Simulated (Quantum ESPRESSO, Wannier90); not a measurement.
## Wannierisation of ScF3 (R32)

```xyz
4
Lattice="2.8568 1.6494 2.3311 -2.8568 1.6494 2.3311 0.0000 -3.2988 2.3311" Properties=species:S:1:pos:R:3 pbc="T T T"
Sc     0.0000     0.0000     0.0000
F      1.4229     0.8342     1.1656
F     -1.4339     0.8151     1.1656
F      0.0110    -1.6494     1.1656
```

Cell from Materials Project (mp-10694), symmetrised, no further relaxation. COD (Crystallography Open Database) has the formula in 4 space groups, this one among them (matched by group alone). The atoms lie within 0.1 Å of the higher space group Pm-3m. Level: LDA, no spin polarisation, no spin-orbit coupling; pw.x of Quantum ESPRESSO at 68 Ry with PseudoDojo potentials, 8×8×8 k-points, Wannier90. Density: 8×8×8 mesh, cold smearing 0.01 Ry.

Bands 5-7 form an isolated set from -19.57 to -18.56 eV relative to the valence-band maximum (on the path) and are turned into 3 Wannier functions by minimising the spread from the start: atomic waves F 2s.

Question: Where do the functions sit, how wide are they and what are they made of?

Answer: 
| functions | spread (Å²) | nearest atom, distance (Å) | second atom, distance (Å) | weight on atomic waves |
|---|---|---|---|---|
| 3 | 0.65 | F 0.00 | Sc 2.02 | F 2s 88 %, Sc 3p 5 % |

Ω_I = 1.96 Å², Ω_total = 1.96 Å²; the interpolated bands follow pw.x to 0.0 meV rms on the path. Only this start was tried; a symmetric start can stop on a saddle, and mixtures of these functions could lower the total by at most Ω_total − Ω_I.
